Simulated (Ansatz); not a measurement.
Input file for Ansatz (a first-principles code):

Ansatz 0.2 input:
```yaml
crystal:
  lattice:
    - [7.9384863724, 0.0, 0.0]
    - [0.0, 4.3072803768, 0.0]
    - [0.0, 0.0, 9.4395877534]
  atoms:
    - { symbol: Sn, position: [0.770758303, 0.75, 0.565734467] }
    - { symbol: Sn, position: [0.229241697, 0.25, 0.434265533] }
    - { symbol: Sn, position: [0.729241697, 0.25, 0.065734467] }
    - { symbol: Sn, position: [0.270758303, 0.75, 0.934265533] }
    - { symbol: Cl, position: [0.5224049479, 0.25, 0.849968265] }
    - { symbol: Cl, position: [0.4775950521, 0.75, 0.150031735] }
    - { symbol: Cl, position: [0.9775950521, 0.75, 0.349968265] }
    - { symbol: Cl, position: [0.0224049479, 0.25, 0.650031735] }
    - { symbol: Cl, position: [0.1437255897, 0.25, 0.078857362] }
    - { symbol: Cl, position: [0.8562744103, 0.75, 0.921142638] }
    - { symbol: Cl, position: [0.3562744103, 0.75, 0.578857362] }
    - { symbol: Cl, position: [0.6437255897, 0.25, 0.421142638] }
kpoints:
  mp_grid: { grid: [4, 7, 3] }
hamiltonian:
  xc: r2scan
  dispersion: d4
  pseudopotentials: { kind: paw }
scf:
  occupations: { method: fixed }
checkpoint: { read: static.run }
output: { write_density: true, elf: true, volumetric_format: npy }
basis: { fft_grid_basis: typed }
```

Output (shortened):

```
Pseudopotential: Sn, paw, valence charge 14
Pseudopotential: Cl, paw, valence charge 7
Functional definition: r2SCAN
Crystal: 12 atoms, lattice volume = 322.771 Å³
Basis set: ecut = 500 eV, 8209 PW (Γ), exchange–correlation on 240×128×288 points (64 copies of the dense FFT grid, shifted against one another)
Bands: 68, of which v1, the nominal top of the filled ones, is band 56 counted from 1 (55 counted from 0)
Symmetry: 8 space group operations
Space group: Pnma (ITA 62), of the structure as read, at distance tolerance 6.9e-5 Å
k-points: 24 of 84
Stability of the state it starts from, as read at its close in the unpolarized treatment …
iter 1 solved again at ethr=1.91e-7 eV; its pass at ethr=3.10e-3 eV (dr2=2.14e-4 eV) is discarded
SCF iter   1: F=—  HF=-32837.600111 eV  |F-HF|=—  |Δ(HF+E_count)|=         —  Δρ=7.25e-7  dr2=1.52e-9  dr2_τ=1.50e-10  ethr=1.91e-7  ⟨swp⟩=3.6  Hψ=10094  notcnv=0  defer=239
preconditioner: auto → Resta (q_TF=auto, 2.287 Å⁻¹)
SCF iter   2: F=—  HF=-32837.600204 eV  |F-HF|=—  |Δ(HF+E_count)|=   9.28e-5  Δρ=3.94e-7  dr2=4.92e-10  dr2_τ=1.76e-10  ethr=1.35e-12  ⟨swp⟩=12.3  Hψ=9048  notcnv=0
SCF iter   3: F=-32837.600204 eV  HF=-32837.600204 eV  |F-HF|=1.09e-10  |Δ(HF+E_count)|=  9.46e-11  Δρ=2.44e-7  dr2=1.72e-10  dr2_τ=1.79e-11  ethr=1.00e-12  ⟨swp⟩=1.0  Hψ=3231  notcnv=0
SCF 1 converged in 3 iterations: F = -32837.600204 eV  dr2 = 1.72e-10
SCF converged after 3 iterations
Free energy (F): -32837.600204 eV
Harris-Foulkes:  -32837.600204 eV  (|F-HF|=1.09e-10)
Internal energy: -32837.600204 eV  (E = F + TS)
E sigma→0 (E₀):  -32837.600204 eV
Fermi energy:    4.004937 eV
--- Per-component energies (eV) ---
  E_band       = -776.822567
  E_kinetic    = 2020.597474
  E_local      = -6408.549658  (includes V_loc(G=0)·N_el)
  E_nonlocal   = 91.871008
  E_hartree    = 3156.751936
  E_xc         = -2335.861809
  E_vxc        = -1496.672762  (∫ρ·V_xc dr)
  E_paw        = -21945.361693  (= ΣΔE_a)
  E_vpaw       = -1379.460522  (= ΣTr[D̂ρ^β])
  E_aug_tail   = 0.000294  (compensation charges beyond the density's cutoff)
  E_vtau       = 81.888071  (kinetic-family band-sum trace: ∫τ·v_τ [+ j·A + Jᵃ·Aᵃ] dr)
  E_ewald      = -7417.695367
  E_disp       = -1.202413  (pairwise vdW)
  E_core_change = 1.850025  (= ΣΔE_core)
  E_smearing   =  0.000000  (= −TS)
  E_closure    = 0.000000  (closes the sum)
  Σ components = -32837.600204   (vs F -32837.600204, Δ=0.00e0)
  [band-id]    e_kinetic+e_local+e_nonlocal+2·e_hartree+e_vxc+e_vpaw+e_augmentation_tail+e_vtau = -776.822223   (vs E_band -776.822567, Δ=3.44e-4)
--- Band table (eV; the first three rows and the last of 24) ---
  k-point 0: bands = ["-17.0770", "-17.0764", "-17.0744", "-17.0743", "-17.0723", "-17.0718", "-17.0692", "-17.0688", "-17.0582", "-17.0556", "-17.0510", "-17.0499", "-17.0286", "-17.0267", "-17.0266", "-17.0263", "-17.0206", "-17.0198", "-17.0179", …
  k-point 1: bands = ["-17.0769", "-17.0766", "-17.0744", "-17.0743", "-17.0722", "-17.0719", "-17.0691", "-17.0689", "-17.0575", "-17.0563", "-17.0507", "-17.0501", "-17.0282", "-17.0273", "-17.0265", "-17.0262", "-17.0204", "-17.0200", "-17.0177", …
  k-point 2: bands = ["-17.0776", "-17.0776", "-17.0746", "-17.0746", "-17.0722", "-17.0722", "-17.0716", "-17.0713", "-17.0566", "-17.0542", "-17.0490", "-17.0482", "-17.0280", "-17.0263", "-17.0260", "-17.0257", "-17.0211", "-17.0205", "-17.0188", …
  k-point 23: bands = ["-17.0895", "-17.0895", "-17.0887", "-17.0887", "-17.0671", "-17.0671", "-17.0666", "-17.0666", "-17.0459", "-17.0459", "-17.0448", "-17.0448", "-17.0249", "-17.0249", "-17.0241", "-17.0241", "-17.0228", "-17.0228", "-17.0219", …
```

Cost: roughly 50 core-seconds on shared cores.

The workflow started from a Materials Project entry (that database holds measured and hypothetical structures alike); the Crystallography Open Database files this formula in space group No. 62, but the cells were not matched. Whether it is the stable phase at ambient conditions was not checked. The cell was relaxed with r²SCAN+D4 under the symmetry of its start; its stability against distortions is not shown here. Spin–orbit coupling is left out wherever it is not named.

Potentials: the later of the program's two PAW sets.

Ansatz is a plane-wave DFT program.
